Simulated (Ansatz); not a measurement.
AlAg (rock salt, Fm-3m) at seven volumes, PBEsol in the plane-wave PAW code Ansatz, scaled uniformly. One row is withheld.

```json
[
 {"V (Å³/atom)": "17.127", "P (GPa)": "?"},
 {"V (Å³/atom)": "17.691", "P (GPa)": "5.49"},
 {"V (Å³/atom)": "18.256", "P (GPa)": "2.50"},
 {"V (Å³/atom)": "18.821", "P (GPa)": "0.00"},
 {"V (Å³/atom)": "19.385", "P (GPa)": "-2.09"},
 {"V (Å³/atom)": "19.950", "P (GPa)": "-3.84"},
 {"V (Å³/atom)": "20.515", "P (GPa)": "-5.29"}
]
```

### Question
Fit the shown pressures and predict the withheld one.

### Answer
Third-order Birch–Murnaghan: P = (3/2)B₀(x^(7/2) − x^(5/2))[1 + (3/4)(B′ − 4)(x − 1)] with x = (V₀/V)^(2/3). Least squares on the six rows gives V₀ = 18.820 Å³/atom, B₀ = 76.05 GPa, B′ = 4.98. At V = 17.127, x = 1.0649 and P = 9.07 GPa. The run itself gave 9.07 GPa.

The start of the workflow was typed in or built on a structure type; neither database checked (COD, Materials Project) lists it. Whether it is the stable phase at ambient conditions was not checked. Symmetry was held in the PBEsol relaxation. At this level the phase is mechanically unstable. No spin polarisation was allowed. The volume moved by 18 % from the start of the relaxation. Its formation energy is positive at this level, so the cell may be metastable or incomplete.

Potentials: the later of the program's two PAW sets.
